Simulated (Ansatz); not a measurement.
The end of the path is a generated cell of AlAu: the first start was made by placing the elements on the sites of a structure type, and the end was not matched to a known phase here, so it may be hypothetical.

A geometry of AlAu away from equilibrium: the start of the relaxation of a generated cell, AlAu placed in the AFLOW prototype AB_oP2_25_b_a (as in CdTe). All values below come from PBE (plane waves to 420 eV, PAW, scalar-relativistic; Ansatz, a first-principles code). Γ-centred k-mesh 13×7×12 on the run's cell (coarser than for final values), Fermi–Dirac smearing 0.05 eV.

```xyz
2
Lattice="2.5639 0.0000 0.0000 0.0000 4.7971 0.0000 0.0000 0.0000 2.7612" Properties=species:S:1:pos:R:3:forces:R:3 pbc="T T T" free_energy=-13686.349 pressure_GPa=18.8
Al     0.0000     2.3986     0.6903    0.0000    0.0000    0.5109
Au     0.0000     0.0000     0.0000    0.0000    0.0000   -0.5108
```

Positions in Å, forces in eV/Å, free energy of the cell in eV (comparable only within this code, potentials and settings). Largest force: 0.51 eV/Å, on Al1, Au2 (atoms numbered as listed); the geometry lies 0.36 eV/atom above the end of its relaxation.

No spin polarisation in the result.

The run could not lower the symmetry of its start; a shaken copy of this end point relaxes with PBE to C2/m (No. 12) at a tolerance of 0.01 Å, R-3m (No. 166) at 0.1 Å, 0.18 eV/atom lower.
